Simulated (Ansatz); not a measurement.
SnSe:
```yaml
crystal:
  lattice:
    - [3.90986, 0.00000, 0.00000]
    - [0.00000, 3.90986, 0.00000]
    - [0.00000, 0.00000, 8.24666]
  atoms:
    - { symbol: Sn, position: [0.00000, 0.50000, 0.00000] }
    - { symbol: Sn, position: [0.50000, 0.00000, 0.50000] }
    - { symbol: Se, position: [0.00000, 0.00000, 0.25000] }
    - { symbol: Se, position: [0.00000, 0.00000, 0.75000] }
```

Relaxed with PBE. Special points in fractions of this cell's reciprocal vectors: Γ (0.000, 0.000, 0.000); X (0.000, 0.500, 0.000); M (0.500, 0.500, 0.000); Z (0.000, 0.000, 0.500); R (0.000, 0.500, 0.500); A (0.500, 0.500, 0.500).

Task: List the band energies nearest the Fermi level at these points for PBE in the plane-wave PAW code Ansatz.

Result: In eV from the Fermi level; about four levels below and three above (degenerate sets whole), none deeper than 8.9 eV; points with the same levels are listed once.

```
k                    below                above
-  -----------------------  -------------------
Γ  -2.03 -2.03 -0.97 -0.97  0.74 1.93 2.49 2.49
X  -2.39 -2.00 -1.57 -0.72       1.12 3.43 3.77
M  -1.05 -0.84 -0.84 -0.13  1.31 3.90 4.60 4.60
Z  -1.35 -1.35 -1.09 -1.09  3.12 3.12 3.57 3.57
R  -1.51 -1.07 -0.82 -0.78       0.21 2.22 3.44
A  -0.67 -0.67 -0.44 -0.44  3.11 3.11 4.38 4.38
```

Space group P4_2/mmc. A made-up cell: these elements were put on the sites of a structure type; neither database checked (COD, Materials Project) lists it. It is not the phase usual at ambient conditions (space group No. 62). The cell keeps a stress of up to 0.2 GPa. The PBE relaxation kept the symmetry of its start; its stability against distortions is not shown here. Spin–orbit coupling is left out wherever it is not named.

Potentials: the later of the program's two PAW sets.
